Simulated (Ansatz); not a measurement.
LiNbO₃ (space group R-3c)

```
CELL_PARAMETERS angstrom
      2.56213     1.47925     4.51823
     -2.56213     1.47925     4.51823
      0.00000    -2.95850     4.51823
ATOMIC_POSITIONS crystal
  Li 0.75000 0.75000 0.75000
  Li 0.25000 0.25000 0.25000
  Nb 0.00000 0.00000 0.00000
  Nb 0.50000 0.50000 0.50000
  O  0.62539 0.87461 0.25000
  O  0.37461 0.12539 0.75000
  O  0.25000 0.62539 0.87461
  O  0.75000 0.37461 0.12539
  O  0.87461 0.25000 0.62539
  O  0.12539 0.75000 0.37461
```

A phonon eigenvector at Γ is frozen into this cell: atom i moves by Q times the vector below, so Q is the largest atomic displacement, in Å. The cell is held.

| atom | x | y | z |
|---|---|---|---|
| Li1 | 0.000 | 0.000 | 1.000 |
| Li2 | 0.000 | 0.000 | -1.000 |
| O5 | 0.000 | 0.062 | -0.083 |
| O6 | 0.000 | -0.062 | 0.083 |
| O7 | -0.054 | -0.031 | -0.083 |
| O8 | 0.054 | 0.031 | 0.083 |
| O9 | 0.054 | -0.031 | -0.083 |
| O10 | -0.054 | 0.031 | 0.083 |

Atoms not listed stay in place.

The numbers are results of LDA (plane waves to 420 eV, PAW, scalar-relativistic; Ansatz, a first-principles code), not measurements. k mesh 8×8×8 (Γ-centred), fixed occupations. LiNbO3 is run without spin polarisation. LiNbO3 was relaxed with its symmetry unable to fall. This is one of several known forms of LiNbO3; the measured ambient cells at hand have space group No. 161. ΔE is measured from the undisplaced structure.

Q: Predict the ΔE (eV/cell) and −dE/dQ from forces (eV/Å) at Q (Å) = -0.660, -0.550, -0.440, -0.330, -0.220, -0.110, 0.220, 0.660.

A: 
| Q (Å) | ΔE (eV/cell) | −dE/dQ from forces (eV/Å) |
|---|---|---|
| -0.660 | 0.0436 | 0.750 |
| -0.550 | -0.0121 | 0.299 |
| -0.440 | -0.0291 | 0.037 |
| -0.330 | -0.0254 | -0.084 |
| -0.220 | -0.0141 | -0.108 |
| -0.110 | -0.0039 | -0.069 |
| 0.220 | -0.0141 | 0.108 |
| 0.660 | 0.0436 | -0.750 |

(For displaced atoms, the force is minus the slope of the energy, and its curvature is a force constant, which sets phonon frequencies.)
